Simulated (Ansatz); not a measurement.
Given:

BC3:
```xyz
16
Lattice="2.5725 -4.4580 0.0000 2.5725 4.4580 0.0000 0.0000 0.0000 6.6956" Properties=species:S:1:pos:R:3 pbc="T T T"
B      2.5725    -3.7960     5.0217
C      2.5725    -2.2381     5.0217
B      2.5725    -2.1468     1.6739
C      1.3490     1.5303     1.6739
C      1.3490    -1.5303     5.0217
C      1.3490    -0.1172     5.0217
C      1.3490     0.1172     1.6739
C      2.5725    -0.5903     1.6739
C      2.5725     0.5903     5.0217
B      2.5725     2.1468     5.0217
C      2.5725     2.2381     1.6739
C      3.7961     1.5303     1.6739
C      3.7961    -1.5303     5.0217
C      3.7960    -0.1172     5.0217
C      3.7960     0.1172     1.6739
B      2.5725     3.7960     1.6739
```

This is the r²SCAN+D4-relaxed structure.

Q: All from the program Ansatz at the r²SCAN+D4 level (PAW), unless another level is named. Estimate the electronic character.

A: no gap, with almost no states at the Fermi level (zero-gap or semimetallic).

Q: Predict the formation energy from the elements (no fitted shifts).

A: 0.18 eV/atom.

Space group Cmcm. The start of the workflow was typed in or built on a structure type; neither database checked (COD, Materials Project) lists it. Whether it is the stable phase at ambient conditions was not checked. The r²SCAN+D4 relaxation kept the symmetry of its start; its stability against distortions is not shown here. Its formation energy is positive at this level, so the cell may be metastable or incomplete. The references are the lowest solids computed at this level, not always the standard phases.

Potentials: the earlier of the program's two PAW sets. The files were generated under PBE; for other functionals the program regenerates the frozen cores, and for LDA and PBEsol the local potential too.
